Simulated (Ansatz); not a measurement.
A relaxed structure of KF is spoiled in several ways and relaxed again each time (noise and exchanges are one random draw each; pressure is positive under compression). Method: PBE (plane waves to 420 eV, PAW, scalar-relativistic; Ansatz, a quantum-chemistry and plane-wave program).

Space group Fm-3m (No. 225); a = 5.420 Å, b = 5.420 Å, c = 5.420 Å, α = 90.00°, β = 90.00°, γ = 90.00°

```json
[
 {"atom": "F", "site": "4a", "symmetry": "m-3m", "x": "0.0000", "y": "0.0000", "z": "0.0000"},
 {"atom": "K", "site": "4b", "symmetry": "m-3m", "x": "0.5000", "y": "0.5000", "z": "0.5000"}
]
```
(The calculation used a cell of 2 atoms; values per cell refer to that cell.)

One start gave a first pressure of +4.7 GPa and released 0.12 eV/atom. Which change was it?
A. with every coordinate shifted by Gaussian noise of σ = 0.1 Å
B. doubled along one cell vector, shaken by Gaussian noise of σ = 0.08 Å a coordinate
C. deformed by the Cartesian strain tensor (xx, yy, zz, yz, xz, xy) = (0.119, -0.122, -0.012, 0.009, -0.064, -0.030)
D. with every coordinate shifted by Gaussian noise of σ = 0.3 Å

C, deformed by the Cartesian strain tensor (xx, yy, zz, yz, xz, xy) = (0.119, -0.122, -0.012, 0.009, -0.064, -0.030). All starts:

```csv
change,first pressure (GPa),first V (Å³/atom),released (eV/atom),moves,outcome,final group,E − E(parent) (eV/atom)
with every coordinate shifted by Gaussian noise of σ = 0.1 Å,0.3,19.90,0.006,3,returns to the parent,Fm-3m,0.000
with every coordinate shifted by Gaussian noise of σ = 0.3 Å,13.8,19.90,0.48,5,returns to the parent,Fm-3m,0.000
"deformed by the Cartesian strain tensor (xx, yy, zz, yz, xz, xy) = (0.119, -0.122, -0.012, 0.009, -0.064, -0.030)",4.7,19.23,0.12,10,returns to the parent,Fm-3m,0.000
"doubled along one cell vector, shaken by Gaussian noise of σ = 0.08 Å a coordinate",0.4,19.90,0.012,3,returns to the parent,Fm-3m,0.000
```

First-step values come from each run's starting, coarser k-mesh (7×7×7, 7×8×8, 7×7×4). The runs use different k-meshes, so differences are rounded accordingly. No spin polarisation in the result.
